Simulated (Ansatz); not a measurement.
## SrCaLaBiO6: La-139 NMR of the central transition

Cell: a Materials Project structure (computed, not necessarily an observed phase) whose atoms were relaxed with PBE, the cell held.

Space group Pc (No. 7); a = 5.9068, b = 6.1288, c = 10.3574 Å, β = 124.69°.

```
site  Wyckoff  site symmetry       x       y       z
  Sr       2a              1  0.7637  0.7964  0.7513
  Ca       2a              1  0.4995  0.7542  0.0011
  La       2a              1  0.2358  0.3071  0.7545
  Bi       2a              1  0.9999  0.2471  0.0006
  O9       2a              1  0.8928  0.9515  0.0658
 O10       2a              1  0.1294  0.4753  0.4318
 O13       2a              1  0.7662  0.4450  0.0522
 O14       2a              1  0.2350  0.9354  0.4403
 O17       2a              1  0.3404  0.6939  0.7376
 O18       2a              1  0.6372  0.2022  0.7648
```

One atom of each set is listed.

Method: Kohn–Sham DFT in Ansatz, PBE, plane waves and PAW, scalar-relativistic, 420 eV cutoff, Γ-centred 5×4×3 k-points, Fermi–Dirac smearing 0.02 eV.

La-139 has I = 7/2 and Q = 206.0 mb (Pyykkö 2018); at 16.4 T its Larmor frequency is ν₀ = 99.4 MHz (from the bare nuclear moment; shielding lowers the observed one by a per cent or two). Only the quadrupole interaction is simulated: positions count from each site's isotropic chemical shift, and shift anisotropy, dipolar and J coupling are left out.

Simulated pattern of one La site (static powder, Gaussian broadening 40 kHz):

(offset (kHz), height): (-705.2, 0), (-658.0, 12), (-610.7, 33), (-563.5, 35), (-516.3, 37), (-469.0, 39), (-421.8, 42), (-374.6, 44), (-327.4, 48), (-280.1, 52), (-232.9, 57), (-185.7, 64), (-138.4, 77), (-91.2, 100), (-44.0, 91), (3.3, 88), (50.5, 97), (97.7, 84), (145.0, 44), (192.2, 36), (239.4, 33), (286.6, 29), (333.9, 11), (381.1, 0)

Question: Which |C_Q| and η does the pattern imply?

Answer: The pattern spans 977 kHz before broadening and its centre of gravity is at -132 kHz, which fixes P_Q; the places of the horns and steps fix η. That gives P_Q = 71.8 MHz, |C_Q| = 65.6 MHz and η = 0.77. The sign of C_Q can't be read from the pattern.

Without spin–orbit coupling (the program notes it for La) the gradients are little affected as a rule: paired runs on crystals with a gap mostly move them by under 2 % at such atoms.

The relaxation (5 steps) took 6.1 min of wall time (12 min of CPU time) and 1.2 GiB at its peak, on 2 threads of Intel Xeon Processor @ 2.50GHz (Skylake/Cascade Lake) (x86_64; 62 cores open to the job, memory cap 5.0 GiB, no GPU), a shared host with a load of 0.9 a core.
